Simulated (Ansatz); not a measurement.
La₂GeI₂:
```xyz
5
Lattice="4.3853 0.0000 0.0000 -2.1926 3.7978 0.0000 0.0000 0.0000 10.5779" Properties=species:S:1:pos:R:3 pbc="T T T"
La     2.1926     1.2659     6.9510
La     0.0000     2.5318     3.6269
Ge     0.0000     0.0000     5.2889
I      0.0000     2.5318     8.9560
I      2.1926     1.2659     1.6219
```

The program Ansatz at the LDA level (PAW) gives a gap of 0.14 eV without spin–orbit coupling, maximum at L, minimum at M.

Question: What happens when spin–orbit coupling is switched on?

Answer: The gap drops by 0.07 eV, to 0.07 eV; maximum at Γ, minimum at M. The small gap may have closed and reopened with inverted band order, as semilocal functionals often give for heavy narrow-gap crystals.

Space group P-3m1. The workflow started from a Materials Project entry (that database holds measured and hypothetical structures alike); the Crystallography Open Database files this formula in space group No. 164, but the cells were not matched. Whether it is the stable phase at ambient conditions was not checked. Symmetry was held in the LDA relaxation; its stability against distortions is not shown here. A crystal of weakly bound layers computed without a dispersion correction: the cell and the soft elastic constants depend strongly on that.

Potentials: the later of the program's two PAW sets.
